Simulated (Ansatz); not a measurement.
Profile along the V–O line in VO2 (rutile)

VO2 (rutile)

```xyz
6
Lattice="4.5841 0.0000 0.0000 0.0000 4.5841 0.0000 0.0000 0.0000 2.8389" Properties=species:S:1:pos:R:3 pbc="T T T"
V      0.0000     0.0000     0.0000
V      2.2921     2.2921     1.4195
O      1.3753     1.3753     0.0000
O      3.6673     0.9168     1.4195
O      0.9168     3.6673     1.4195
O      3.2088     3.2088     0.0000
```

Fields along a shortest V–O line of a (-1 1 0) plane (1.92 Å), from V to O, interpolated on the slice's grid (step about 0.2 Å). Computed with PBE (plane waves to 420 eV, PAW, scalar-relativistic; Ansatz, an electronic-structure program). k mesh 10×10×16. These are valence fields of a PAW run, semicore shells included where kept as valence: close to a nucleus they are smooth pseudo fields. Relaxed VO2 ends ferromagnetic. The PAW data are Ansatz's earlier set. This is a high-temperature form of VO2. VO2 is run spin-polarised and with no Hubbard U. VO2 was relaxed with its symmetry unable to fall. The magnetic order is the one the run started from; other orders were not tried.

```json
[
 {"distance from V (Å)": "0.00", "valence electron density (e/Å³)": "16.86", "spin density, up minus down (e/Å³)": "1.38", "electron localisation function": "x", "ELF of the up spins": "x", "ELF of the down spins": "x"},
 {"distance from V (Å)": "0.10", "valence electron density (e/Å³)": "16.22", "spin density, up minus down (e/Å³)": "1.30", "electron localisation function": "x", "ELF of the up spins": "x", "ELF of the down spins": "x"},
 {"distance from V (Å)": "0.19", "valence electron density (e/Å³)": "14.42", "spin density, up minus down (e/Å³)": "1.11", "electron localisation function": "x", "ELF of the up spins": "x", "ELF of the down spins": "x"},
 {"distance from V (Å)": "0.29", "valence electron density (e/Å³)": "11.82", "spin density, up minus down (e/Å³)": "0.85", "electron localisation function": "x", "ELF of the up spins": "x", "ELF of the down spins": "x"},
 {"distance from V (Å)": "0.38", "valence electron density (e/Å³)": "8.93", "spin density, up minus down (e/Å³)": "0.57", "electron localisation function": "x", "ELF of the up spins": "x", "ELF of the down spins": "x"},
 {"distance from V (Å)": "0.48", "valence electron density (e/Å³)": "6.25", "spin density, up minus down (e/Å³)": "0.33", "electron localisation function": "0.67", "ELF of the up spins": "0.60", "ELF of the down spins": "0.75"},
 {"distance from V (Å)": "0.58", "valence electron density (e/Å³)": "4.01", "spin density, up minus down (e/Å³)": "0.14", "electron localisation function": "0.57", "ELF of the up spins": "0.49", "ELF of the down spins": "0.68"},
 {"distance from V (Å)": "0.67", "valence electron density (e/Å³)": "2.34", "spin density, up minus down (e/Å³)": "0.03", "electron localisation function": "0.42", "ELF of the up spins": "0.35", "ELF of the down spins": "0.52"},
 {"distance from V (Å)": "0.77", "valence electron density (e/Å³)": "1.32", "spin density, up minus down (e/Å³)": "0.00", "electron localisation function": "0.27", "ELF of the up spins": "0.23", "ELF of the down spins": "0.33"},
 {"distance from V (Å)": "0.86", "valence electron density (e/Å³)": "0.86", "spin density, up minus down (e/Å³)": "0.00", "electron localisation function": "0.19", "ELF of the up spins": "0.16", "ELF of the down spins": "0.22"},
 {"distance from V (Å)": "0.96", "valence electron density (e/Å³)": "0.75", "spin density, up minus down (e/Å³)": "0.01", "electron localisation function": "0.22", "ELF of the up spins": "0.21", "ELF of the down spins": "0.25"},
 {"distance from V (Å)": "1.06", "valence electron density (e/Å³)": "0.84", "spin density, up minus down (e/Å³)": "0.01", "electron localisation function": "0.41", "ELF of the up spins": "0.39", "ELF of the down spins": "0.43"},
 {"distance from V (Å)": "1.15", "valence electron density (e/Å³)": "1.09", "spin density, up minus down (e/Å³)": "0.00", "electron localisation function": "0.64", "ELF of the up spins": "0.63", "ELF of the down spins": "0.66"},
 {"distance from V (Å)": "1.25", "valence electron density (e/Å³)": "1.54", "spin density, up minus down (e/Å³)": "0.00", "electron localisation function": "0.79", "ELF of the up spins": "0.78", "ELF of the down spins": "0.79"},
 {"distance from V (Å)": "1.34", "valence electron density (e/Å³)": "2.26", "spin density, up minus down (e/Å³)": "-0.01", "electron localisation function": "0.81", "ELF of the up spins": "0.81", "ELF of the down spins": "0.81"},
 {"distance from V (Å)": "1.44", "valence electron density (e/Å³)": "3.33", "spin density, up minus down (e/Å³)": "-0.02", "electron localisation function": "0.79", "ELF of the up spins": "0.79", "ELF of the down spins": "0.78"},
 {"distance from V (Å)": "1.54", "valence electron density (e/Å³)": "4.70", "spin density, up minus down (e/Å³)": "-0.04", "electron localisation function": "x", "ELF of the up spins": "x", "ELF of the down spins": "x"},
 {"distance from V (Å)": "1.63", "valence electron density (e/Å³)": "6.18", "spin density, up minus down (e/Å³)": "-0.06", "electron localisation function": "x", "ELF of the up spins": "x", "ELF of the down spins": "x"},
 {"distance from V (Å)": "1.73", "valence electron density (e/Å³)": "7.50", "spin density, up minus down (e/Å³)": "-0.08", "electron localisation function": "x", "ELF of the up spins": "x", "ELF of the down spins": "x"},
 {"distance from V (Å)": "1.82", "valence electron density (e/Å³)": "8.41", "spin density, up minus down (e/Å³)": "-0.10", "electron localisation function": "x", "ELF of the up spins": "x", "ELF of the down spins": "x"},
 {"distance from V (Å)": "1.92", "valence electron density (e/Å³)": "8.49", "spin density, up minus down (e/Å³)": "-0.10", "electron localisation function": "x", "ELF of the up spins": "x", "ELF of the down spins": "x"}
]
```

x: too close to a nucleus for the ELF to mean much.

Density on the V–O line (1.92 Å) at its midpoint: 0.75 e/Å³. ELF at that point: 0.2.
